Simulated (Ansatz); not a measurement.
Values for one crystal, relaxed and computed with the program Ansatz at the PBE level (PAW); other levels are named.

| Item | Result |
|---|---|
| Volume per atom | 16.02 Å³ |
| Electronic character | metallic (no gap) |
| Gap with spin–orbit coupling | none (metallic) |
| Formation energy from the elements (no fitted shifts) | 0.23 eV/atom |
| Bulk modulus (Birch–Murnaghan fit) | 245 GPa |
| Density of states at the Fermi level | 1.6 states/eV per atom (mean over ±0.08 eV) |
| Pressure derivative B′ | 4.8 |

Q: Which of these materials gives this?
A) MoPt, CsCl type
B) GaBi, rock salt
C) AlRu, CsCl type
D) AlCo, CsCl type

A: A, MoPt, CsCl type

Space group Pm-3m (CsCl type). The start of the workflow was typed in or built on a structure type; neither database checked (COD, Materials Project) lists it. Whether it is the stable phase at ambient conditions was not checked. The PBE relaxation kept the symmetry of its start; whether a distortion lowers the energy is not shown. No spin polarisation was allowed. Its formation energy is positive at this level, so the cell may be metastable or incomplete. The references are the lowest solids computed at this level, not always the standard phases. Spin–orbit coupling is left out wherever it is not named.

Potentials: the later of the program's two PAW sets.
